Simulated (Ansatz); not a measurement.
## Cs2KVN6 in Ansatz, relaxation

Run with:

```bash
ansatz run input.yaml --threads 2 --pin off --max-ram 3584MiB --backend cpu --events-out ev --progress --plain --runs-dir out
```

The input file (Ansatz 0.2.0, plane waves):

```yaml
crystal:
  lattice:
    - [0.0, 4.482595, 4.482595]
    - [4.482595, 0.0, 4.482595]
    - [4.482595, 4.482595, 0.0]
  atoms:
    - { symbol: "N", position: [0.785, 0.215, 0.215] }
    - { symbol: "N", position: [0.215, 0.785, 0.215] }
    - { symbol: "N", position: [0.215, 0.785, 0.785] }
    - { symbol: "N", position: [0.785, 0.215, 0.785] }
    - { symbol: "N", position: [0.215, 0.215, 0.785] }
    - { symbol: "N", position: [0.785, 0.785, 0.215] }
    - { symbol: K, position: [0.5, 0.5, 0.5] }
    - { symbol: V, position: [0.0, 0.0, 0.0] }
    - { symbol: Cs, position: [0.25, 0.25, 0.25] }
    - { symbol: Cs, position: [0.75, 0.75, 0.75] }
  symmetry: { tolerance: 0.0003 }
kpoints:
  mp_grid: { grid: [7, 7, 7], shift: [0, 0, 0] }
magnetization:
  spin_polarized: false
scf:
  occupations: { method: fermi_dirac, width: 0.134 }
  lower_state_search: "off"
hamiltonian:
  pseudopotentials: { kind: paw }
  xc: r2scan
basis:
  ecutwfc: 500
  fft_grid_basis: typed
relax:
  max_steps: 60
  cell: { p_target: 0.0 }
  f_tol: 0.03
output:
  forces: true
  stress: true
  eigenvalues: true
  bader: true
  populations: true
  elf: true
  write_potential: true
  volumetric_format: npy
  dos:
    e_range: [-12, 8]
    de: 0.05
    projected: { site_lists: { Cs: [Cs], K: [K], "N": ["N"], V: [V] } }
checkpoint:
  read: saved_state
```

Origin of the cell: a known structure type with other elements, at an estimated volume, so it need not be a known compound.

The saved state is a converged single point of the same cell.

Steps («new basis» is an SCF on plane waves selected anew at the same cell):

```csv
step,ΔF (meV/atom),max force component (eV/Å),P (GPa),volume (Å³),SCF iterations,step was
1,0.0,2.253,-0.87,180.14,7,accepted
2,-90.8,0.227,-1.59,207.81,7,accepted
3,-93.8,0.009,-0.41,202.79,8,accepted
4,-94.2,0.002,0.03,200.00,7,accepted
5,-94.7,0.003,0.06,200.00,8,new basis
6,-94.7,0.000,0.00,200.42,8,accepted
7,-94.7,0.000,0.00,200.42,5,new basis
```

Step 1, with forces in eV/Å:

```xyz
10
Lattice="0.000 4.483 4.483 4.483 0.000 4.483 4.483 4.483 0.000" Properties=species:S:1:pos:R:3:forces:R:3 pbc="T T T" step=1
N     1.928    4.483    4.483   -2.253    0.000    0.000
N     4.483    1.928    4.483    0.000   -2.253    0.000
N     7.038    4.483    4.483    2.253    0.000    0.000
N     4.483    7.038    4.483    0.000    2.253    0.000
N     4.483    4.483    1.928    0.000    0.000   -2.253
N     4.483    4.483    7.038    0.000    0.000    2.253
K     4.483    4.483    4.483    0.000    0.000    0.000
V     0.000    0.000    0.000    0.000    0.000    0.000
Cs    2.241    2.241    2.241    0.000    0.000    0.000
Cs    6.724    6.724    6.724    0.000    0.000    0.000
```

Step 2, with forces in eV/Å:

```xyz
10
Lattice="0.000 4.701 4.701 4.701 0.000 4.701 4.701 4.701 0.000" Properties=species:S:1:pos:R:3:forces:R:3 pbc="T T T" step=2
N     1.859    4.701    4.701   -0.227    0.000    0.000
N     4.701    1.859    4.701    0.000   -0.227    0.000
N     7.543    4.701    4.701    0.227    0.000    0.000
N     4.701    7.543    4.701    0.000    0.227    0.000
N     4.701    4.701    1.859    0.000    0.000   -0.227
N     4.701    4.701    7.543    0.000    0.000    0.227
K     4.701    4.701    4.701    0.000    0.000    0.000
V     0.000    0.000    0.000    0.000    0.000    0.000
Cs    2.351    2.351    2.351    0.000    0.000    0.000
Cs    7.052    7.052    7.052    0.000    0.000    0.000
```

Step 3, with forces in eV/Å:

```xyz
10
Lattice="0.000 4.663 4.663 4.663 0.000 4.663 4.663 4.663 0.000" Properties=species:S:1:pos:R:3:forces:R:3 pbc="T T T" step=3
N     1.847    4.663    4.663   -0.009    0.000    0.000
N     4.663    1.847    4.663    0.000   -0.009    0.000
N     7.479    4.663    4.663    0.009    0.000    0.000
N     4.663    7.479    4.663    0.000    0.009    0.000
N     4.663    4.663    1.847    0.000    0.000   -0.009
N     4.663    4.663    7.479    0.000    0.000    0.009
K     4.663    4.663    4.663    0.000    0.000    0.000
V     0.000    0.000    0.000    0.000    0.000    0.000
Cs    2.332    2.332    2.332    0.000    0.000    0.000
Cs    6.995    6.995    6.995    0.000    0.000    0.000
```

Step 7, with forces in eV/Å:

```xyz
10
Lattice="0.000 4.645 4.645 4.645 0.000 4.645 4.645 4.645 0.000" Properties=species:S:1:pos:R:3:forces:R:3 pbc="T T T" step=7
N     1.846    4.645    4.645    0.000    0.000    0.000
N     4.645    1.846    4.645    0.000    0.000    0.000
N     7.444    4.645    4.645    0.000    0.000    0.000
N     4.645    7.444    4.645    0.000    0.000    0.000
N     4.645    4.645    1.846    0.000    0.000    0.000
N     4.645    4.645    7.444    0.000    0.000    0.000
K     4.645    4.645    4.645    0.000    0.000    0.000
V     0.000    0.000    0.000    0.000    0.000    0.000
Cs    2.322    2.322    2.322    0.000    0.000    0.000
Cs    6.967    6.967    6.967    0.000    0.000    0.000
```

```
Free energy lowered by  : 94.7 meV/atom
Volume change           : 11.26 %
Final pressure          : 0.00 GPa
Relaxation steps listed : 7
```

Caveats: no spin polarisation, so a magnetic state may lie lower; the relaxation held the start's symmetry, so the end may be a saddle point.

The run took 2.5 min on 2 threads of Arm Neoverse V1, on a shared host, peak memory 1.1 GiB, from a saved density.
